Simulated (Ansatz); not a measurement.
# SrCl$_{2}$ (Fm-3m), an elastic constant from a strain scan

Level of theory: DFT r2SCAN, scalar-relativistic, plane waves, PAW in Ansatz 0.2.0. Cutoff 500 eV, Γ-centred 6×6×6 k-points, Gaussian smearing of 0.05 eV. No spin polarisation. Energies are free energies at this smearing, counted from the undisturbed cell; pressure is positive in compression.

The undisturbed cell (as given, not relaxed at this level; it stands at 0.4 GPa, and it needn't be the usual structure):

```
CELL_PARAMETERS angstrom
0.00000 3.48550 3.48550
3.48550 0.00000 3.48550
3.48550 3.48550 0.00000
ATOMIC_POSITIONS crystal
Sr 0.00000 0.00000 0.00000
Cl 0.25000 0.25000 0.25000
Cl 0.75000 0.75000 0.75000
```

The cell is strained by ε times the Voigt pattern (0, 0, 0, 0, 1, 0) (xx, yy, zz, yz, xz, xy; engineering shear) with fractional coordinates fixed. The cell holds 3 atoms in V0 = 84.69 Å³. The stress column is τ = (1/V0) dE/dε, got from the stress tensor σ (compression positive) at each point as −det(1 + εP) σ : P(1 + εP)⁻¹, with P the pattern as a tensor.

| ε | ΔE (meV/atom) | τ (GPa) |
| --- | --- | --- |
| -0.1312 | 25.878 | -2.328 |
| -0.1125 | 18.829 | -1.956 |
| -0.0937 | 12.944 | -1.600 |
| -0.0750 | 8.231 | -1.263 |
| -0.0562 | 4.594 | -0.935 |
| -0.0375 | 2.035 | -0.619 |
| -0.0187 | 0.504 | -0.307 |
| 0.0000 | 0.000 | 0.000 |
| 0.0187 | 0.504 | 0.307 |
| 0.0375 | 2.035 | 0.619 |
| 0.0562 | 4.594 | 0.935 |
| 0.0750 | 8.231 | 1.263 |
| 0.0937 | 12.944 | 1.600 |
| 0.1125 | 18.829 | 1.956 |
| 0.1312 | 25.878 | 2.328 |
| 0.1500 | ? | ? |

Q: Which combination of elastic constants does this scan measure, and how large is it?

A: For small ε, τ = τ0 + Kε with K = pᵀCp, which for this pattern is C44 in the cubic axes. The parabola through τ at ε = -0.0187, 0 and 0.0187 has slope K = 16.4 GPa at zero. The energies per cell, E = NΔE, of the same two points give K = 2[E(ε₊)/ε₊ − E(ε₋)/ε₋]/[(ε₊ − ε₋)V0] = 16.3 GPa, in agreement. These are clamped-ion values.

Q: Predict the withheld row at ε = 0.1500 from the harmonic law, and compare.

A: ΔE = V0(τ0 ε + Kε²/2)/N = 32.554 meV/atom and τ = 2.46 GPa. The calculation gives 34.238 meV/atom and 2.72 GPa: the energy lies 5 % above the harmonic value.

Forces appear on the atoms along this scan, and letting them relax would lower the energy and soften the response.